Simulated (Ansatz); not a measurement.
**Pd (Fm-3m): elasticity against pressure**

```
CELL_PARAMETERS angstrom
0.00000 1.92087 1.92087
1.92087 0.00000 1.92087
1.92087 1.92087 0.00000
ATOMIC_POSITIONS crystal
Pd 0.00000 0.00000 0.00000
```

This is the zero-pressure cell. At each pressure cell and atoms are relaxed in this structure, and the constants are slopes of the stress at strains of ±0.005 with relaxed ions (the coefficients that govern stability under load). Level: LDA, PAW on Ansatz 0.2.0's default frozen-core files (fitted under PBE), scalar-relativistic; k mesh 24×24×24, strains of ±0.005, Fermi-Dirac smearing of 0.100 eV, cutoff 420 eV. P is the pressure of the relaxed cell, less that of this one.

```csv
P (GPa),V/V₀,C11 (GPa),C12 (GPa),C44 (GPa)
0.00,1.0000,272.2,201.9,91.5
1.03,0.9955,278.6,207.0,93.5
2.01,0.9913,284.5,211.9,95.3
4.04,?,?,?,?
7.03,0.9716,314.5,236.3,104.6
10.05,0.9607,332.2,250.7,110.0
15.05,0.9443,360.7,274.1,118.8
```

Problem. Does the bulk modulus from the constants agree with the pressure-volume curve?

Solution. A third-order Birch-Murnaghan fit to the volumes shown (F against f, f = [(V₀/V)^(2/3) − 1]/2) gives B₀ = 225.3 GPa and B′ = 5.4. Its −V dP/dV stands beside (C11 + 2C12)/3:

| P (GPa) | from P(V) | from the constants |
| --- | --- | --- |
| 0.00 | 225.3 | 225.3 |
| 1.03 | 230.8 | 230.9 |
| 2.01 | 236.0 | 236.1 |
| 7.03 | 262.3 | 262.4 |
| 10.05 | 277.9 | 277.9 |
| 15.05 | 303.2 | 302.9 |

Problem. What are the pressure derivatives at zero pressure?

Solution. Slopes at V₀ of quadratic fits in −ln(V/V₀) through the first four rows shown, divided by B₀: dC11/dP = 6.2, dC12/dP = 5.0, dC44/dP = 1.9. The mean slopes up to 2.0 GPa are 6.1, 5.0, 1.9; curvature and scatter of the constants part the two. The combination (dC11/dP + 2 dC12/dP)/3 = 5.4 stands against B′.

Problem. Fill the row at 4.04 GPa.

Solution. Cubic fits in −ln(V/V₀) through all rows shown give C11 = 296.8, C12 = 221.8, C44 = 99.1 GPa. Computed: V/V₀ = 0.9830, C11 (GPa) = 296.8, C12 (GPa) = 221.9, C44 (GPa) = 99.1.

Problem. Does a shear stiffness soften?

Solution. C44 goes from 91.5 to 118.8 GPa; (C11 − C12)/2 goes from 35.2 to 43.3 GPa. Neither ends more than 3 % under its start, and the lattice stays mechanically stable over this range.

Known limits: no other phase was computed; many crystals of this kind change structure within this range, and rows or crossings beyond such a change describe a metastable lattice; frozen-core PAW files fitted under PBE, their cores solved anew for the functional of the run; responses of metals move with mesh and smearing; phonons weren't checked at these pressures.
